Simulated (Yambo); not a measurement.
Absorption of NaAuO2 (space group C2/m, No. 12) with and without the electron-hole interaction (Yambo, PBEsol bands; 8×8×4 mesh, 10 valence and 3 conduction bands, static screening with 39 bands and a 4 Ry block, scissor 2.04 eV, Tamm-Dancoff; field along x). Axes are Cartesian, with cell vectors (Å) (3.31, -1.51, -0.02), (3.31, 1.51, -0.02), (-2.95, 0.00, 5.39).

```json
[
 {"E (eV)": "1.41", "Im ε, BSE": "0.02", "Im ε, independent quasiparticles": "0.02"},
 {"E (eV)": "1.51", "Im ε, BSE": "0.03", "Im ε, independent quasiparticles": "0.02"},
 {"E (eV)": "1.61", "Im ε, BSE": "0.03", "Im ε, independent quasiparticles": "0.02"},
 {"E (eV)": "1.71", "Im ε, BSE": "0.03", "Im ε, independent quasiparticles": "0.02"},
 {"E (eV)": "1.81", "Im ε, BSE": "0.03", "Im ε, independent quasiparticles": "0.02"},
 {"E (eV)": "1.91", "Im ε, BSE": "0.03", "Im ε, independent quasiparticles": "0.02"},
 {"E (eV)": "2.01", "Im ε, BSE": "0.03", "Im ε, independent quasiparticles": "0.02"},
 {"E (eV)": "2.11", "Im ε, BSE": "0.03", "Im ε, independent quasiparticles": "0.02"},
 {"E (eV)": "2.21", "Im ε, BSE": "0.03", "Im ε, independent quasiparticles": "0.02"},
 {"E (eV)": "2.31", "Im ε, BSE": "0.04", "Im ε, independent quasiparticles": "0.02"},
 {"E (eV)": "2.41", "Im ε, BSE": "0.04", "Im ε, independent quasiparticles": "0.02"},
 {"E (eV)": "2.51", "Im ε, BSE": "0.04", "Im ε, independent quasiparticles": "0.02"},
 {"E (eV)": "2.61", "Im ε, BSE": "0.05", "Im ε, independent quasiparticles": "0.02"},
 {"E (eV)": "2.71", "Im ε, BSE": "0.05", "Im ε, independent quasiparticles": "0.03"},
 {"E (eV)": "2.81", "Im ε, BSE": "0.06", "Im ε, independent quasiparticles": "0.03"},
 {"E (eV)": "2.91", "Im ε, BSE": "0.06", "Im ε, independent quasiparticles": "0.03"},
 {"E (eV)": "3.01", "Im ε, BSE": "0.08", "Im ε, independent quasiparticles": "0.03"},
 {"E (eV)": "3.11", "Im ε, BSE": "0.10", "Im ε, independent quasiparticles": "0.03"},
 {"E (eV)": "3.21", "Im ε, BSE": "0.13", "Im ε, independent quasiparticles": "0.04"},
 {"E (eV)": "3.31", "Im ε, BSE": "0.15", "Im ε, independent quasiparticles": "0.04"},
 {"E (eV)": "3.42", "Im ε, BSE": "0.17", "Im ε, independent quasiparticles": "0.04"},
 {"E (eV)": "3.52", "Im ε, BSE": "0.21", "Im ε, independent quasiparticles": "0.05"},
 {"E (eV)": "3.62", "Im ε, BSE": "0.28", "Im ε, independent quasiparticles": "0.06"},
 {"E (eV)": "3.72", "Im ε, BSE": "0.40", "Im ε, independent quasiparticles": "0.07"},
 {"E (eV)": "3.82", "Im ε, BSE": "0.46", "Im ε, independent quasiparticles": "0.09"},
 {"E (eV)": "3.92", "Im ε, BSE": "0.44", "Im ε, independent quasiparticles": "0.11"},
 {"E (eV)": "4.02", "Im ε, BSE": "0.38", "Im ε, independent quasiparticles": "0.16"},
 {"E (eV)": "4.12", "Im ε, BSE": "0.33", "Im ε, independent quasiparticles": "0.20"},
 {"E (eV)": "4.22", "Im ε, BSE": "0.26", "Im ε, independent quasiparticles": "0.24"},
 {"E (eV)": "4.32", "Im ε, BSE": "0.23", "Im ε, independent quasiparticles": "0.30"},
 {"E (eV)": "4.42", "Im ε, BSE": "0.23", "Im ε, independent quasiparticles": "0.34"},
 {"E (eV)": "4.52", "Im ε, BSE": "0.25", "Im ε, independent quasiparticles": "0.36"},
 {"E (eV)": "4.62", "Im ε, BSE": "0.25", "Im ε, independent quasiparticles": "0.32"},
 {"E (eV)": "4.72", "Im ε, BSE": "0.24", "Im ε, independent quasiparticles": "0.28"},
 {"E (eV)": "4.82", "Im ε, BSE": "0.25", "Im ε, independent quasiparticles": "0.24"},
 {"E (eV)": "4.92", "Im ε, BSE": "0.27", "Im ε, independent quasiparticles": "0.22"},
 {"E (eV)": "5.02", "Im ε, BSE": "0.28", "Im ε, independent quasiparticles": "0.21"},
 {"E (eV)": "5.12", "Im ε, BSE": "0.32", "Im ε, independent quasiparticles": "0.20"},
 {"E (eV)": "5.22", "Im ε, BSE": "0.37", "Im ε, independent quasiparticles": "0.20"},
 {"E (eV)": "5.32", "Im ε, BSE": "0.43", "Im ε, independent quasiparticles": "0.21"},
 {"E (eV)": "5.42", "Im ε, BSE": "0.48", "Im ε, independent quasiparticles": "0.21"},
 {"E (eV)": "5.52", "Im ε, BSE": "0.50", "Im ε, independent quasiparticles": "0.21"},
 {"E (eV)": "5.63", "Im ε, BSE": "0.52", "Im ε, independent quasiparticles": "0.22"},
 {"E (eV)": "5.73", "Im ε, BSE": "0.57", "Im ε, independent quasiparticles": "0.25"},
 {"E (eV)": "5.83", "Im ε, BSE": "0.68", "Im ε, independent quasiparticles": "0.25"},
 {"E (eV)": "5.93", "Im ε, BSE": "0.86", "Im ε, independent quasiparticles": "0.24"},
 {"E (eV)": "6.03", "Im ε, BSE": "1.12", "Im ε, independent quasiparticles": "0.23"},
 {"E (eV)": "6.13", "Im ε, BSE": "1.55", "Im ε, independent quasiparticles": "0.22"},
 {"E (eV)": "6.23", "Im ε, BSE": "2.28", "Im ε, independent quasiparticles": "0.24"},
 {"E (eV)": "6.33", "Im ε, BSE": "3.67", "Im ε, independent quasiparticles": "0.26"},
 {"E (eV)": "6.43", "Im ε, BSE": "5.79", "Im ε, independent quasiparticles": "0.27"},
 {"E (eV)": "6.53", "Im ε, BSE": "5.95", "Im ε, independent quasiparticles": "0.29"},
 {"E (eV)": "6.63", "Im ε, BSE": "4.57", "Im ε, independent quasiparticles": "0.34"},
 {"E (eV)": "6.73", "Im ε, BSE": "4.59", "Im ε, independent quasiparticles": "0.39"},
 {"E (eV)": "6.83", "Im ε, BSE": "5.20", "Im ε, independent quasiparticles": "0.47"},
 {"E (eV)": "6.93", "Im ε, BSE": "4.84", "Im ε, independent quasiparticles": "0.61"},
 {"E (eV)": "7.03", "Im ε, BSE": "4.44", "Im ε, independent quasiparticles": "0.89"},
 {"E (eV)": "7.13", "Im ε, BSE": "4.21", "Im ε, independent quasiparticles": "1.14"},
 {"E (eV)": "7.23", "Im ε, BSE": "3.97", "Im ε, independent quasiparticles": "1.26"},
 {"E (eV)": "7.33", "Im ε, BSE": "3.45", "Im ε, independent quasiparticles": "1.47"},
 {"E (eV)": "7.43", "Im ε, BSE": "3.29", "Im ε, independent quasiparticles": "1.70"},
 {"E (eV)": "7.53", "Im ε, BSE": "3.48", "Im ε, independent quasiparticles": "2.06"},
 {"E (eV)": "7.63", "Im ε, BSE": "3.62", "Im ε, independent quasiparticles": "2.63"},
 {"E (eV)": "7.73", "Im ε, BSE": "3.53", "Im ε, independent quasiparticles": "3.35"},
 {"E (eV)": "7.84", "Im ε, BSE": "3.64", "Im ε, independent quasiparticles": "3.92"},
 {"E (eV)": "7.94", "Im ε, BSE": "3.76", "Im ε, independent quasiparticles": "4.38"},
 {"E (eV)": "8.04", "Im ε, BSE": "4.32", "Im ε, independent quasiparticles": "5.20"},
 {"E (eV)": "8.14", "Im ε, BSE": "5.17", "Im ε, independent quasiparticles": "5.74"},
 {"E (eV)": "8.24", "Im ε, BSE": "5.99", "Im ε, independent quasiparticles": "5.38"},
 {"E (eV)": "8.34", "Im ε, BSE": "6.08", "Im ε, independent quasiparticles": "4.21"}
]
```

The scissor comes from a G0W0 run whose convergence isn't established. Broadening 0.15 eV. The band window holds all transitions up to 10.1 eV. Fine structure above the onset can come from the mesh.

Spin-orbit coupling is left out, which matters for elements this heavy: edges can move by tenths of an eV.

Geometry relaxed with PBEsol; primitive cell a = 3.638 Å, b = 3.638 Å, c = 6.145 Å, α = 116.24°, β = 116.24°, γ = 48.91°.

The structure is a Materials Project entry; no match was found in the copy of COD used, and its stability was not checked.
